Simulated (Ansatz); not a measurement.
Electric field gradients in GeBr4

The cell is a Materials Project structure (computed, not necessarily an observed phase).

```cif
data_GeBr4
_symmetry_space_group_name_H-M 'P2_1/c'
_symmetry_Int_Tables_number 14
_cell_length_a 10.4263
_cell_length_b 6.8839
_cell_length_c 10.6255
_cell_angle_alpha 90.000
_cell_angle_beta 102.772
_cell_angle_gamma 90.000
loop_
_atom_site_label
_atom_site_type_symbol
_atom_site_symmetry_multiplicity
_atom_site_Wyckoff_symbol
_atom_site_fract_x
_atom_site_fract_y
_atom_site_fract_z
Ge Ge 4 e 0.2504 0.0715 0.1416
Br5 Br 4 e 0.4282 0.0671 0.3113
Br7 Br 4 e 0.6984 0.0867 0.0295
Br9 Br 4 e 0.8073 0.6148 0.9140
Br11 Br 4 e 0.0776 0.5818 0.6990
```

One atom of each set is listed.

Computed with Ansatz: DFT, PBE, plane waves and PAW, scalar-relativistic, 420 eV cutoff, Γ-centred 3×4×3 k-points, Fermi–Dirac smearing 0.02 eV.

C_Q = eQV_zz/h, which is 24.18 MHz for Q = 1 b and V_zz = 10²¹ V/m²; η = (V_xx − V_yy)/V_zz. ν_Q = 3|C_Q|/[2I(2I − 1)].

73Ge: I = 9/2, Q = -196.0 mb; Br-79: I = 3/2, Q = 308.7 mb. Quadrupole moments are those of Pyykkö's year-2017 table.

Q: Give the quadrupolar parameters of the distinct sites.

A: 

```
site  atoms     first shell  C_Q (MHz)     η  ν_Q (MHz)
  Ge      4  4 Br at 2.28 Å      0.721  0.41      0.030
 Br5      4  1 Ge at 2.28 Å        443  0.02        222
 Br7      4  1 Ge at 2.28 Å        442  0.02        221
 Br9      4  1 Ge at 2.28 Å        441  0.01        220
Br11      4  1 Ge at 2.28 Å        438  0.01        219
```

At Br5, Br7, Br9 and Br11 V_zz points along its bond to Ge (within 1°) in each case.

The largest force is 0.3 eV/Å, so the atoms aren't at the calculated equilibrium and relaxing them would move these values.
